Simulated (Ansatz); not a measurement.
Relaxed Mg (hcp, Mg type):

```xyz
4
Lattice="6.3728 0.0000 0.0000 -1.5932 2.7595 0.0000 0.0000 0.0000 5.2238" Properties=species:S:1:pos:R:3 pbc="T T T"
Mg     0.0000     1.8397     3.9178
Mg     3.1864     1.8397     3.9178
Mg     1.5932     0.9198     1.3059
Mg     4.7796     0.9198     1.3059
```

In this cell atom 2 (Mg, nearest neighbour Mg at 3.186 Å; its periodic images, 3.2 Å or more away, move with it) is moved by u·(1.000, 0.000, 0.000) + v·(0.000, 1.000, 0.000); the rest is frozen.

Calculation: PBE (plane waves to 420 eV, PAW, scalar-relativistic; Ansatz, a first-principles code). k mesh 7×14×7 (Γ-centred), Fermi-Dirac smearing 0.05 eV. Points where atoms come too close for the PAW data are left out (x in tables, blank in figures). With partly filled bands, energies and forces of such displacements shift with the k mesh and the smearing. Fu and Fv are the components of the force on the atom. Mg was relaxed with its symmetry unable to fall. 

Question: Give the computed Fu (eV/Å) at all points of the grid u = -0.800, -0.400, 0.000, 0.400, 0.800 by v = -0.800, -0.400, 0.000, 0.400, 0.800.

Answer: Fu (eV/Å), with u across and v down:

```
v \ u   -0.800  -0.400  0.000  0.400  0.800
------  ------  ------  -----  -----  -----
-0.800       x    2.62   1.04  -0.47  -2.25
-0.400    3.52    1.58   0.30  -0.96  -2.95
0.000     3.13    1.11   0.00  -1.10  -3.11
0.400     2.45    0.63  -0.29  -1.22  -2.96
0.800     1.36   -0.13  -1.04  -1.97      x
```

(For displaced atoms, the force is minus the slope of the energy, and its curvature is a force constant, which sets phonon frequencies.)
